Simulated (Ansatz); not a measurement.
Relaxed TiSi$_{2}$ (C49 type, space group Cmcm):

```
TiSi2
1.0
    1.77307    -6.78170     0.00000
    1.77307     6.78170     0.00000
    0.00000     0.00000     3.57984
Si Ti
4 2
Direct
  0.94083   0.05917   0.75000
  0.05917   0.94083   0.25000
  0.25028   0.74972   0.75000
  0.74972   0.25028   0.25000
  0.60319   0.39681   0.75000
  0.39681   0.60319   0.25000
```

All values below come from PBE (plane waves to 420 eV, PAW, scalar-relativistic; Ansatz, a quantum-chemistry and plane-wave program). k mesh 11×11×11 (Γ-centred), Fermi-Dirac smearing 0.05 eV. With partly filled bands, energies and forces of such displacements shift with the k mesh and the smearing. This is one of several known forms of TiSi2; the measured ambient cells at hand have space group No. 70. TiSi2 is run without spin polarisation. TiSi2 was relaxed with its symmetry unable to fall.

One atom of the cell was then moved (with its periodic images), all else fixed, and the forces (eV/Å) came out as:

```csv
atom,Fx,Fy,Fz
Si1,1.614,1.880,0.000
Si2,0.107,-0.889,0.000
Si3,0.042,-0.178,0.000
Si4,-0.041,-0.153,0.000
Ti5,-0.599,-0.578,0.000
Ti6,-1.123,-0.083,0.000
```

Task: Which atom was moved, and by which vector (Å)?

Result: Si1, by (-0.20, -0.20, 0.00), 0.29 Å in all.

(For displaced atoms, the force is minus the slope of the energy, and its curvature is a force constant, which sets phonon frequencies.)
